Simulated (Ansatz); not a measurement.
Polymorphs of Be, each relaxed with DFT-r²SCAN in the program Ansatz with PAW potentials:

A: hcp (Mg type) (P6_3/mmc)
a = b = 2.261 Å, c = 3.569 Å, α = β = 90.00°, γ = 120.00°

```json
[
 {"atom": "Be", "site": "2d", "symmetry": "-6m2", "x": "0.6667", "y": "0.3333", "z": "0.2500"}
]
```

B: diamond (Fd-3m)
a = b = c = 4.931 Å, α = β = γ = 90.00°

| atom | site | symmetry | x | y | z |
|---|---|---|---|---|---|
| Be | 8b | -43m | 0.5000 | 0.5000 | 0.5000 |

C: bcc (W type) (Im-3m)
a = 2.500 Å, b = 2.500 Å, c = 2.500 Å, α = 90.00°, β = 90.00°, γ = 90.00°

```
atom  site  symmetry       x       y       z
----  ----  --------  ------  ------  ------
Be      2a      m-3m  0.0000  0.0000  0.0000
```

Problem. Rank these by energy per atom at 0 K (lowest first), as r²SCAN gives it.

Solution. A (+0 meV/atom), C (+98 meV/atom), B (+1716 meV/atom)

Typed or built starts, not in the databases checked: B. Not the usual ambient phase: B; C. Unstable at this level: B. All cells were relaxed under the symmetry of their starts (and spin orders); stability against distortions was not tested throughout.

Energies hold the estimated change up to a 700 eV cutoff; steps of a few meV lie near the error of the meshes.

Potentials: the earlier of the program's two PAW sets.
